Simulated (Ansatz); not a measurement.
# MoI: changing the Hubbard U on Mo d

The cell as given:

The structure is cubic, space group F-43m (No. 216). Conventional cell: a = 6.358 Å, b = 6.358 Å, c = 6.358 Å, α = 90.00°, β = 90.00°, γ = 90.00°. Around Mo (site symmetry -43m) lie 4 I at 2.75 Å. Around I (site symmetry -43m) lie 4 Mo at 2.75 Å.

The cell comes from a database or a generator and needn't be the form met in nature.

Kept alike: task relaxation of cell and atoms; functional PBE; k mesh 7 × 7 × 7; occupations fermi-dirac, width 0.05 eV; no spin polarisation. Program: Ansatz, Ansatz PAW, cutoff 420 eV. The mesh is that of the run's cell of 2 atoms. No spin-orbit coupling.

```csv
"Hubbard U on Mo d, U (eV)",volume (Å³/atom)
0,28.194
2,28.963
3,29.735
```

U acts here on a shell without spin polarisation. The relaxations keep at least the cell's symmetry (F-43m). For a metal such a mesh leaves the last digits unconverged. Relaxations stop with a little pressure left, so the last digits of a volume or edge aren't settled. How U acts hangs on the program's projectors. U is the effective U - J on orthogonalised atomic projectors. Double counting: fully localised limit (the default).

The volume rises from 28.194 to 29.735 Å³/atom between 0 and 3 eV.
